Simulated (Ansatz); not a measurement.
A 2-atom cell of GaP started from a crystallographic database: a one-shot G0W0 calculation in Ansatz (G0W0@PBE with 152 empty bands, a screening cutoff of 140 eV and a 4×4×4 mesh, norm-conserving potentials). The geometry is the r2SCAN minimum.

The input:
```yaml
crystal:
  lattice:
    - [0.0, 2.7254102062, 2.7254102062]
    - [2.7254102062, 0.0, 2.7254102062]
    - [2.7254102062, 2.7254102062, 0.0]
  atoms:
    - { symbol: Ga, position: [0.0, 0.0, 0.0] }
    - { symbol: P, position: [0.25, 0.25, 0.25] }
kpoints:
  mp_grid: { grid: [4, 4, 4] }
hamiltonian:
  xc: pbe
  pseudopotentials: { kind: nc }
scf:
  occupations: { method: fixed }
gw:
  n_empty_bands: 152
  ecut_chi: 140
  qp_bands: [v2, c2]
  qp_kpoints: band_edges
  screening: { model: contour_deformation }
```

Run as `ansatz run input.yaml --threads 2 --pin off --max-ram 3686MiB --backend cpu --events-out ev --progress --plain --runs-dir out`. It took 34 s on 2 threads of Arm Neoverse V2, on a shared host, load about 0.8 per core; peak host memory 0.53 GiB.

Output, abridged:
```
Pseudopotential: Ga, nc, valence charge 13, recommended cutoff 1088.45545 eV (normal)
Pseudopotential: P, nc, valence charge 5, recommended cutoff 598.650497 eV (normal)
Functional definition: PBE
Crystal: 2 atoms, lattice volume = 40.488 Å³
Basis set: ecut = 1088.45545 eV, 3287 PW (Γ)
Bands: 13, of which v1, the nominal top of the filled ones, is band 9 counted from 1 (8 counted from 0)
Symmetry: 24 space group operations
Space group: F-43m (ITA 216)
k-points: 8 of 64 (time reversal used)
Free energy (F): -2270.071726 eV
Fermi energy:    7.656074 eV
--- Band table (eV; the first three rows and the last of 8) ---
  k-point 0: bands = […, -6.8600, -6.8600, -4.8432, 7.6561, 7.6561, 7.6561, 9.4615, 11.5169, 11.5169, 11.5169]
  k-point 1: bands = […, -6.8586, -6.8586, -4.0678, 3.7691, 6.9903, 6.9903, 9.7911, 12.3737, 12.3737, 13.9927]
  k-point 2: bands = […, -6.8522, -6.8522, -2.7750, 1.0062, 6.5333, 6.5333, 9.3080, 12.3478, 12.3478, 15.9243]
  k-point 7: bands = […, -6.8742, -6.8513, -1.7783, 1.0869, 4.0710, 4.2232, 12.3458, 12.5037, 13.7312, 13.7903]
--- G₀W₀: contour deformation, 7 samples at zero and on the imaginary axis and 2 off it, 64 q-points, 152 empty bands' worth ---
    ik  band        ε_KS         Σx   Σc(E_QP)       V_xc       Z   E_QP_lin       E_QP  E_QP is
     0     8      7.6561   -17.3985     1.4396   -15.3965  0.7644     7.0900     7.0937  root
     0     9      7.6561   -17.3985     1.4396   -15.3965  0.7644     7.0900     7.0937  root
     0    10      9.4615   -10.5380    -4.4817   -15.3039  0.7750     9.7467     9.7457  root
     0    11     11.5169    -7.3625    -4.5205   -12.0283  0.7726    11.6627    11.6623  root
     1     8      6.9903   -16.8848     1.5873   -14.7124  0.7618     6.4007     6.4052  root
     1     9      6.9903   -16.8848     1.5873   -14.7124  0.7618     6.4007     6.4052  root
     1    10      9.7911    -9.0176    -4.3354   -13.5497  0.7777     9.9883     9.9879  root
     1    11     12.3737    -7.4083    -4.7556   -12.3119  0.7605    12.5219    12.5216  root
     2     8      6.5333   -16.7712     1.7727   -14.3893  0.7583     5.9187     5.9241  root
     2     9      6.5333   -16.7712     1.7727   -14.3893  0.7583     5.9187     5.9241  root
     2    10      9.3080    -9.1697    -4.1818   -13.5209  0.7808     9.4778     9.4774  root
     2    11     12.3478    -6.9484    -4.7040   -11.7655  0.7618    12.4611    12.4608  root
     3     8      5.9663   -16.3072     1.8874   -13.7965  0.7544     5.3363     5.3430  root
     3     9      5.9663   -16.3072     1.8874   -13.7965  0.7544     5.3363     5.3430  root
     3    10      9.8166    -7.4152    -4.1211   -11.5936  0.7836     9.8740     9.8739  root
     3    11     11.3591    -7.8021    -4.5621   -12.4539  0.7688    11.4489    11.4487  root
     6     8      4.9635   -16.1005     2.3050   -13.1388  0.7417     4.2977     4.3068  root
     6     9      4.9635   -16.1005     2.3050   -13.1388  0.7417     4.2977     4.3068  root
     6    10      9.2876    -6.7633    -3.9162   -10.5699  0.7914     9.1781     9.1779  root
     6    11      9.4619    -7.7780    -4.0473   -11.8838  0.7839     9.5204     9.5204  root
     7     8      4.0710   -15.7809     2.5432   -12.5589  0.7347     3.3855     3.3923  root
     7     9      4.2232   -15.0563     2.3456   -12.0628  0.7317     3.5671     3.5753  root
     7    10     12.3458    -7.2969    -4.4976   -11.7709  0.7645    12.3222    12.3222  root
     7    11     12.5037    -8.8631    -5.1554   -14.3300  0.7506    12.8168    12.8153  root
```

The rows of the band table are 0: (0, 0, 0) = Γ, 1: (0, 0, 1/4), 2: (0, 0, -1/2), 7: (1/4, -1/2, -1/4).

The points are ik 0 = (0, 0, 0) (Γ), ik 1 = (0, 0, 1/4), ik 2 = (0, 0, -1/2), ik 3 = (0, 1/4, 1/4), ik 6 = (0, -1/2, -1/2), ik 7 = (1/4, -1/2, -1/4); band 9 is the last filled one.

The quasiparticle gap on this mesh is 2.08 eV (Γ to k = (0, -1/2, -1/2)), against 1.63 eV from PBE: +0.45 eV. Renormalisation factors Z lie between 0.73 and 0.79. G0W0 values are finite-basis, finite-mesh values.

The values are computed, spin-unpolarised, and not measurements.

With a shallow d shell on the cation, G0W0 converges slowly in bands and cutoff, so these values are in doubt.
